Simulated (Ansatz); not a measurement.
## Rb₂YAgCl₆: zone-centre modes

Computed with DFT PBEsol, scalar-relativistic, plane waves, PAW (Ansatz 0.2.0). The runs took a 420 eV cutoff, a Γ-centred 4×4×4 mesh and Gaussian smearing (0.05 eV). No spin polarisation.

The starting cell (relaxed at this level; it needn't be the usual structure):

```
Rb Y Ag Cl
1.0
     0.00000    5.25438    5.25438
     5.25438    0.00000    5.25438
     5.25438    5.25438    0.00000
Rb Y Ag Cl
2 1 1 6
Direct
  0.75000 0.75000 0.75000
  0.25000 0.25000 0.25000
  0.50000 0.50000 0.50000
  0.00000 0.00000 0.00000
  0.74718 0.25282 0.25282
  0.25282 0.25282 0.74718
  0.25282 0.74718 0.74718
  0.25282 0.74718 0.25282
  0.74718 0.25282 0.74718
  0.74718 0.74718 0.25282
```

Harmonic modes by finite displacements of 0.02 Å, without the LO–TO term.

At this geometry, is the structure stable against these modes?

No: 3 modes are unstable, the strongest at 50i cm⁻¹.

List the wavenumbers in cm⁻¹.

50i, 50i, 50i, 0, 0, 0, 22, 22, 22, 27, 27, 27, 50, 50, 50, 64, 64, 64, 112, 112, 112, 138, 138, 138, 220, 220, 271, 271, 271, 303.

Cost: 1 run of about 1.7 core-minutes, on Arm Neoverse V2 (shared hosts).